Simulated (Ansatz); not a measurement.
Cr3C2 in space group Cmcm (No. 63; Cr on 4c, Cr on 8f, C on 4c, C on 4b) under volume change, the program Ansatz at the r²SCAN level (PAW), shape and atoms relaxed at each volume.

```json
[
 {"V (Å³/atom)": "8.020", "E − E(relaxed) (meV/atom)": "86.1", "P (GPa)": "37.81"},
 {"V (Å³/atom)": "8.284", "E − E(relaxed) (meV/atom)": "36.1", "P (GPa)": "23.14"},
 {"V (Å³/atom)": "8.549", "E − E(relaxed) (meV/atom)": "8.5", "P (GPa)": "10.64"},
 {"V (Å³/atom)": "8.813", "E − E(relaxed) (meV/atom)": "0.0", "P (GPa)": "0.00"},
 {"V (Å³/atom)": "9.077", "E − E(relaxed) (meV/atom)": "7.7", "P (GPa)": "-9.04"},
 {"V (Å³/atom)": "9.342", "E − E(relaxed) (meV/atom)": "29.1", "P (GPa)": "-16.71"},
 {"V (Å³/atom)": "9.606", "E − E(relaxed) (meV/atom)": "62.1", "P (GPa)": "-23.18"}
]
```

Task: What does a third-order Birch–Murnaghan fit give for V₀, B₀ and B′?

Result: V₀ = 8.81 Å³/atom, B₀ = 326 GPa, B′ = 4.4.

The workflow started from a Materials Project entry (that database holds measured and hypothetical structures alike); the Crystallography Open Database copy checked does not list it. COD files the formula under space group No. 62. Its standing as an ambient phase is unchecked. The r²SCAN relaxation kept the symmetry of its start; its stability against distortions is not shown here. The run is not spin-polarised.

Potentials: the later of the program's two PAW sets.
